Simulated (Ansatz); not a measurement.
Starting cell, SiO2 (rutile):

```
CELL_PARAMETERS angstrom
      8.36951     0.00000     0.00000
      0.00000     4.18475     0.00000
      0.00000     0.00000     2.66845
ATOMIC_POSITIONS crystal
  Si 0.25000 0.50000 0.50000
  Si 0.75000 0.50000 0.50000
  Si 0.00000 0.00000 0.00000
  Si 0.50000 0.00000 0.00000
  O  0.40305 0.80610 0.50000
  O  0.90305 0.80610 0.50000
  O  0.15305 0.69390 0.00000
  O  0.65305 0.69390 0.00000
  O  0.34695 0.30610 0.00000
  O  0.84695 0.30610 0.00000
  O  0.09695 0.19390 0.50000
  O  0.59695 0.19390 0.50000
```

A phonon eigenvector at X = (0.5, 0.0, 0.0) is frozen into this cell: atom i moves by Q times the vector below, so Q is the largest atomic displacement, in Å. The cell is held. It is one choice among 2 degenerate patterns. (q is in reciprocal vectors of the primitive cell; the cell shown is doubled to hold the pattern.)

```csv
atom,x,y,z
Si1,0.000,0.000,-0.423
Si2,0.000,0.000,0.423
Si3,0.000,0.000,0.160
Si4,0.000,0.000,-0.160
O5,0.000,0.000,1.000
O6,0.000,0.000,-1.000
O7,0.000,0.000,-0.270
O8,0.000,0.000,0.270
O9,0.000,0.000,0.458
O10,0.000,0.000,-0.458
O11,0.000,0.000,0.929
O12,0.000,0.000,-0.929
```

Level of theory: r2SCAN (plane waves to 500 eV, PAW, scalar-relativistic; Ansatz, a first-principles code). k mesh 4×8×12 (Γ-centred), Fermi-Dirac smearing 0.05 eV. The energy includes the smearing's −TS. SiO2 was relaxed with its symmetry unable to fall. The PAW data are Ansatz's earlier set. The zero of ΔE is the undisplaced structure.

```json
[
 {"Q (Å)": "-0.180", "ΔE (meV/cell)": "1691"},
 {"Q (Å)": "-0.120", "ΔE (meV/cell)": "751"},
 {"Q (Å)": "-0.060", "ΔE (meV/cell)": "188"},
 {"Q (Å)": "0.000", "ΔE (meV/cell)": "0"},
 {"Q (Å)": "0.060", "ΔE (meV/cell)": "188"},
 {"Q (Å)": "0.120", "ΔE (meV/cell)": "751"},
 {"Q (Å)": "0.180", "ΔE (meV/cell)": "1691"}
]
```

Question: Which DFPT wavenumber at X = (0.5, 0.0, 0.0) belongs to this mode?
A) 816 cm⁻¹
B) 708 cm⁻¹
C) 594 cm⁻¹
D) 394 cm⁻¹

Answer: C, 594 cm⁻¹. The curvature of the scan gives 594 cm⁻¹

(For displaced atoms, the force is minus the slope of the energy, and its curvature is a force constant, which sets phonon frequencies.)
